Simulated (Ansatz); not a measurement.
Relaxed-ion elastic tensor of CoSi2 in space group P6/mmm (No. 191; Co on 1a, Si on 2d) in GPa (Voigt order), the program Ansatz at the PBEsol level (PAW); density 5.25 g/cm³, 12.14 Å³ per atom.

```json
[
 {"": "1", "1": "132", "2": "246", "3": "93.3", "4": "0.0", "5": "0.0", "6": "0.0"},
 {"": "2", "1": "246", "2": "132", "3": "93.3", "4": "0.0", "5": "0.0", "6": "0.0"},
 {"": "3", "1": "93.3", "2": "93.3", "3": "334", "4": "0.0", "5": "0.0", "6": "0.0"},
 {"": "4", "1": "0.0", "2": "0.0", "3": "0.0", "4": "-84.0", "5": "0.0", "6": "0.0"},
 {"": "5", "1": "0.0", "2": "0.0", "3": "0.0", "4": "0.0", "5": "-84.0", "6": "0.0"},
 {"": "6", "1": "0.0", "2": "0.0", "3": "0.0", "4": "0.0", "5": "0.0", "6": "-56.7"}
]
```

**Question.** Is the crystal mechanically stable?

**Answer.** No: the smallest eigenvalue of C is -113 GPa.

A made-up cell: these elements were put on the sites of a structure type; neither database checked (COD, Materials Project) lists it. It is not the phase usual at ambient conditions (space group No. 225). The cell was relaxed with PBEsol under the symmetry of its start. At this level the phase is dynamically unstable (imaginary phonons). The workflow began spin-polarised and lost its moments. The cell computed holds one magnetic atom, so no antiferromagnetic order was within reach. As this level gives no gap, shear constants depend on the k-mesh and smearing (Fermi–Dirac, 0.1 eV here).

Potentials: the earlier of the program's two PAW sets. The files were generated under PBE; for other functionals the program regenerates the frozen cores, and for LDA and PBEsol the local potential too.
